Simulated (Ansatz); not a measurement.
Computed with Ansatz 0.2.0, DFT PBE, scalar-relativistic, plane waves, PAW. All cells share a 420 eV cutoff and Γ-centred k meshes spaced about 0.3 Å⁻¹ or finer (0.25 for metals, 2π included). No spin polarisation.

These are static total energies at zero pressure.

Compare these two cells of Bi₂Te₂O₃, each relaxed at this level.

A.

```
CELL_PARAMETERS angstrom
5.81477 -2.15077 0.00000
5.81477 2.15077 0.00000
-4.20815 0.00000 6.99285
ATOMIC_POSITIONS crystal
Bi 0.11145 0.11145 0.85408
Bi 0.88855 0.88855 0.14592
Te 0.69469 0.69469 0.36674
Te 0.30531 0.30531 0.63326
O 0.30746 0.30746 0.10813
O 0.69254 0.69254 0.89187
O 0.00000 0.00000 0.00000
```

B.

```
CELL_PARAMETERS angstrom
3.64188 0.00000 0.00000
-1.82094 3.15396 0.00000
0.00000 0.00000 14.45473
ATOMIC_POSITIONS crystal
Bi 0.33333 0.66667 0.11002
Bi 0.66667 0.33333 0.88999
Te 0.00000 0.00000 0.40927
Te 0.00000 0.00000 0.59073
O 0.66667 0.33333 0.17515
O 0.33333 0.66667 0.82485
O 0.00000 0.00000 0.00000
```

Task: Which would you expect to be lower, and how large is the difference?

Result: A is lower, by 73 meV/atom. A has space group C2/m (No. 12), 25.0 Å³/atom and no gap on its mesh; B has space group P-3m1 (No. 164), 23.7 Å³/atom and no gap. Counting O or Te atoms around Bi (for each partner element, those within 1.25 times its shortest distance or 1.15 times the sum of covalent radii, where it is the nearest in units of that sum or under 1.3; a plus sign parts groups by distance over the sum of covalent radii), A has Bi 4+3+3 and B has Bi 3+3. A holds Te–Te chains (shortest 2.85 Å); B holds Te–Te pairs (shortest 2.62 Å). In A, Bi is surrounded by 2 O at 2.15–2.17 Å, 2 O at 2.30 Å, 3 Te at 3.54–3.73 Å, 2 Bi at 3.57 Å, 3 Bi at 4.30–4.33 Å and 3 Te at 4.35–4.41 Å; Te is surrounded by 2 Te at 2.85 Å; O on a site of symmetry m is surrounded by 1 Bi at 2.15 Å, 2 Bi at 2.30 Å and 2 O at 2.66 Å; 1 more site not described. In B, around Bi lie 3 O at 2.30 Å and 3 O at 2.64 Å; Te has 1 Te at 2.62 Å; O on a site of symmetry 3m is surrounded by 3 Bi at 2.30 Å; 1 more site not described. Both come from trial cells of a structure search, whose lowest cell (P1, 25.9 Å³/atom) lies 43 meV/atom below the lower of the two.

Weakly bound directions are ill-defined at this level, which has no dispersion term (P-3m1), and this can change margins and order among such cells. Spin–orbit coupling, which can matter for Bi and Te, is left out. With atoms moved at random, A (by 43 meV/atom) fell into a lower structure. B had no clear such test and can be a saddle point. Some structure types and database cells were kept out of the candidates from the start, so a known form may be missing.
